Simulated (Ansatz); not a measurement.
The start is a relaxed Zr cell, doubled along one cell vector, shaken by Gaussian noise of σ = 0.08 Å a coordinate. The structure is fully relaxed (lattice and positions, P = 0) with PBE (plane waves to 420 eV, PAW, scalar-relativistic; Ansatz, a first-principles code). The first steps use a coarse 6×12×12 k-mesh.

Starting cell:
```
CELL_PARAMETERS angstrom
      3.22421     1.86150    15.59805
     -1.61210     0.93075     7.79903
      0.00000    -1.86150     7.79903
ATOMIC_POSITIONS crystal
  Zr 0.00176 0.97773 0.02148
  Zr 0.49852 0.97643 0.01656
  Zr 0.07804 0.30570 0.20886
  Zr 0.64953 0.23325 0.12823
  Zr 0.40467 0.76747 0.74734
  Zr 0.90128 0.75863 0.77852
```

```json
{
  "largest_initial_force": "2.01 eV/Å, on Zr3 (atoms numbered as listed)",
  "energy_released": "0.07 eV/atom",
  "relative_to_the_parent": "The parent structure is recovered, R-3m (No. 166)",
  "Shortest distances (start → end)": "The closest pairs of elements (up to four, under 3.6 Å), start → end: Zr–Zr 2.87 → 3.19 Å",
  "band_gap_at_the_end": "no gap (metallic)",
  "optimiser_moves": "7"
}
```

Final values are on a 17×17×17 k-mesh of the relaxed cell. No spin polarisation in the result.

The relaxed structure here is a generated cell of Zr: the first start was made by placing the elements on the sites of a structure type, and the end was not matched to a known phase here, so it may be hypothetical. Known forms of Zr include space group No. 194.
